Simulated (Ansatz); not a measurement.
Ta2P: reading a single point

```
Ta P
1.0
     3.34777    0.00000    0.00000
    -1.67388    2.89925    0.00000
     0.00000    0.00000    5.33159
Ta P
2 1
Cartesian
  -0.0002 1.9329 1.3436
  1.6741 0.9663 3.9880
  0.0000 0.0000 0.0000
```

Single point in Ansatz 0.2.0 with r2SCAN, no spin polarisation. Cutoff 500 eV, PAW datasets, 12×12×7 Γ-centred k mesh, fermi-dirac filling (width 0.1 eV).

(1) Is there a gap?

(2) What is the formation energy?

(3) Where is the largest force?

(4) Is the cell too large or too small?

Origin: a known structure type with other elements, at an estimated volume, so it need not be a known compound. Caveats: atoms or cell far from equilibrium.

## Answers

(1) It is a metal, with about 1.4 states/eV a cell as the mean within 0.25 eV of the Fermi level, mostly Ta d (92 %).

(2) -0.28 eV an atom against the elements' usual phases (free molecules for gases, crystals otherwise, with no correction for O₂ or N₂), so it is bound against them; other compounds may still compete. Relaxing would lower it.

(3) The largest is on Ta1 (and as large on other atoms): 2.56 eV/Å, components (0.00, 0.00, 2.56). It makes 125° with the line to a nearest neighbour, P3 at 2.35 Å.

(4) The pressure is 5.8 GPa (compression positive), so with the atoms held at these fractions the cell would first expand; the forces are large, so a full relaxation may end otherwise. The principal stresses -4.3, 10.9, 10.9 GPa differ, so its shape would change too.
